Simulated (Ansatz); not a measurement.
Here is the system:

Mg2Ge (anti-fluorite, space group No. 225), a = b = c = 6.4209 Å, α = β = γ = 90.00°; the cell used has 3 atoms.

This is the PBE-relaxed structure.

Question: All from plane-wave PAW PBE (Ansatz code), unless another level is named. Give the smallest direct gap on the standard path.

Answer: 0.95 eV.

Question: And the formation energy from the elements (no fitted shifts)?

Answer: -0.27 eV/atom.

Question: Predict the valence-band maximum.

Answer: at Γ.

Space group Fm-3m (anti-fluorite). Symmetry was held in the PBE relaxation. The references are the lowest solids computed at this level, not always the standard phases. Spin–orbit coupling is left out wherever it is not named.

Potentials: the earlier of the program's two PAW sets.
